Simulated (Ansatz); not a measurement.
TiRh3 (Cu3Au type, Pm-3m), DFT-PBE in the program Ansatz with PAW potentials, all energies at zero smearing, with the estimated change up to a 700 eV cutoff added, with one set of potentials and settings (totals compare only within such a set). Cell of 4 atoms (1 Ti, 3 Rh): -21710.856 eV.

```tsv
element	reference phase	E (eV/atom)
Ti	P6/mmm, 3 atoms in the cell	-2499.6739
Rh	Fm-3m, 1 atoms in the cell	-6402.8911
```

Formation energy per atom, worked out: (-21710.856 − 1×(-2499.6739) − 3×(-6402.8911))/4 = -0.627 eV/atom (-61 kJ per mol of atoms), at 0 K, without zero-point energy or fitted corrections.

The workflow started from an entry of the Crystallography Open Database (COD). Whether it is the stable phase at ambient conditions was not checked. The cell was relaxed with PBE under the symmetry of its start; its stability against distortions is not shown here. The run is not spin-polarised. The references are the lowest solids computed at this level, not always the standard phases.

Potentials: the later of the program's two PAW sets.
